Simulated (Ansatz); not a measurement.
Starting cell, AlNi (CsCl type):

```xyz
2
Lattice="2.8927 0.0000 0.0000 0.0000 2.8927 0.0000 0.0000 0.0000 2.8927" Properties=species:S:1:pos:R:3 pbc="T T T"
Al     0.0000     0.0000     0.0000
Ni     1.4463     1.4463     1.4463
```

In this cell atom 2 (Ni, nearest neighbour Al at 2.505 Å; its periodic images, 2.9 Å or more away, move with it) is moved by s along Cartesian [111], unit vector (0.577, 0.577, 0.577); all other atoms and the cell stay fixed.

Method: PBE (plane waves to 420 eV, PAW, scalar-relativistic; Ansatz, a program for electronic structure). k mesh 13×13×13 (Γ-centred), Fermi-Dirac smearing 0.05 eV. The energy includes the smearing's −TS. With partly filled bands, energies and forces of such displacements shift with the k mesh and the smearing. AlNi is run without spin polarisation. AlNi was relaxed with its symmetry unable to fall. The PAW data are Ansatz's earlier set. ΔE is measured from the undisplaced structure. The last digit holds for this mesh only.

```tsv
s (Å)	ΔE (meV/cell)
-0.250	189.7
-0.200	withheld
-0.150	65.2
-0.100	28.6
-0.050	7.1
0.000	0.0
0.050	7.1
0.100	28.6
0.150	65.2
0.200	withheld
0.250	189.7
```

Problem. Fit an even polynomial form (powers 2, 4) to the given rows and predict ΔE at s = 0.200.

Solution. Least squares on the 9 given rows: ΔE = (2822)·s² + (3407)·s⁴, in meV/cell with s in Å; root-mean-square residual 0.02 meV/cell. At 0.200 the fit gives 118.3 meV/cell; the calculation gives 118.3 meV/cell, the same to the digits shown. The quadratic term alone would give 112.9 meV/cell.

(For displaced atoms, the force is minus the slope of the energy, and its curvature is a force constant, which sets phonon frequencies.)
